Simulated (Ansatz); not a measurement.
A crystal relaxed with r2SCAN+rVV10 in Ansatz 0.2.0 has space group P4/nmm:1 (No. 129) and a = 3.980 Å, c = 5.001 Å.

```tsv
atom	site	x	y	z
Pb	2c	0.0000	0.5000	0.2366
Xx	2a	0.0000	0.0000	0.0000
```

With r2SCAN the valence top lies at Γ–X (0.20 of the way from Γ) and the conduction bottom at M, 1.53 eV higher; the smallest vertical gap, at M, is 2.70 eV. HSE06 gives an indirect gap of 1.89 eV, from Γ to M; the least direct gap is 3.27 eV at Γ. Meshes: r2SCAN 6×6×6, HSE06 4×4×4. r2SCAN's ε∞ is 6.2 along x and y, 5.7 along z.

Question: Which element is Xx?
A. O
B. Se
C. S
D. Te

Answer: A. Xx is O: PbO (started from an entry of an open crystallographic database). Pb is surrounded by 4 O at 2.32 Å; O is surrounded by 4 Pb at 2.32 Å.

The values are computed, spin-unpolarised, and not measurements.

Spin-orbit coupling is left out; in compounds of Pb, Bi, Tl or Hg it can lower a gap by up to about 1 eV, split its edges or invert the bands.

Where an edge lies off the special points, it is a point of the mesh or the k point where a search put PBE's edge or least direct gap, reused for the other functionals, whose own edges may lie a little apart.

The meshes of the hybrids are coarse, so their gaps aren't converged to the digits shown.
